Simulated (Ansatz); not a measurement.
BeS:
```cif
data_Be4S4
_chemical_formula_sum 'Be4 S4'
_space_group_name_H-M_alt 'P 1'
_space_group_IT_number 1
_cell_length_a 5.92054
_cell_length_b 3.48543
_cell_length_c 5.96941
_cell_angle_alpha 90.000
_cell_angle_beta 90.000
_cell_angle_gamma 90.000
loop_
_space_group_symop_operation_xyz
  'x, y, z'
loop_
_atom_site_label
_atom_site_type_symbol
_atom_site_fract_x
_atom_site_fract_y
_atom_site_fract_z
_atom_site_occupancy
Be1 Be 0.14523 0.25000 0.90518 1
Be2 Be 0.35477 0.75000 0.40518 1
Be3 Be 0.85477 0.75000 0.09482 1
Be4 Be 0.64523 0.25000 0.59482 1
S1 S 0.78245 0.25000 0.91508 1
S2 S 0.71755 0.75000 0.41508 1
S3 S 0.21755 0.75000 0.08492 1
S4 S 0.28245 0.25000 0.58492 1
```

Relaxed with r²SCAN+D4. DFT-r²SCAN+D4 in the program Ansatz with PAW potentials gives a gap of 4.22 eV.

Task: What gap does HSE06 give on the same cell (Ansatz, PAW)?

Result: 4.77 eV, 0.55 eV more. The hybrid was solved on a coarser mesh and at special points; its gap is the smallest among all of these.

```json
[
 {"k": "Γ", "v1 r²SCAN+D4": "0.00", "c1 r²SCAN+D4": "4.45", "v1 HSE06": "?", "c1 HSE06": "?"},
 {"k": "X", "v1 r²SCAN+D4": "-0.44", "c1 r²SCAN+D4": "4.45", "v1 HSE06": "-0.48", "c1 HSE06": "4.97"},
 {"k": "Z", "v1 r²SCAN+D4": "-0.69", "c1 r²SCAN+D4": "4.63", "v1 HSE06": "-0.74", "c1 HSE06": "5.18"},
 {"k": "U", "v1 r²SCAN+D4": "-0.97", "c1 r²SCAN+D4": "4.77", "v1 HSE06": "?", "c1 HSE06": "?"},
 {"k": "Y", "v1 r²SCAN+D4": "-1.40", "c1 r²SCAN+D4": "4.55", "v1 HSE06": "?", "c1 HSE06": "?"},
 {"k": "S", "v1 r²SCAN+D4": "-1.48", "c1 r²SCAN+D4": "5.73", "v1 HSE06": "-1.59", "c1 HSE06": "6.29"},
 {"k": "T", "v1 r²SCAN+D4": "-0.91", "c1 r²SCAN+D4": "4.58", "v1 HSE06": "-0.98", "c1 HSE06": "5.13"},
 {"k": "R", "v1 r²SCAN+D4": "-1.53", "c1 r²SCAN+D4": "5.10", "v1 HSE06": "?", "c1 HSE06": "?"}
]
```

Task: Top valence (v1) and lowest conduction level (c1) in eV from each method's valence maximum (which need not be a listed point): supply the withheld HSE06 values.

Result: 
- Γ, v1 HSE06: 0.00
- Γ, c1 HSE06: 5.00
- Y, v1 HSE06: -1.49
- Y, c1 HSE06: 5.11
- U, v1 HSE06: -1.03
- U, c1 HSE06: 5.31
- R, v1 HSE06: -1.64
- R, c1 HSE06: 5.64

Cost on shared cores: the r²SCAN+D4 run (SCF on a 5×8×5 mesh, then bands and DOS) around 2.2 core-minutes (rough), the HSE06 run (SCF on 3×5×3, then a few points) around 5 core-minutes (rough); the tasks are unlike.

Space group Pnma. The start of the workflow was typed in or built on a structure type; neither database checked (COD, Materials Project) lists it. COD files the formula under space group No. 216, so this cell is another polymorph or a model. Whether it is the stable phase at ambient conditions was not checked. The cell was relaxed with r²SCAN+D4 under the symmetry of its start; whether a distortion lowers the energy is not shown. The volume moved by 24 % from the start of the relaxation.

Potentials: the later of the program's two PAW sets.
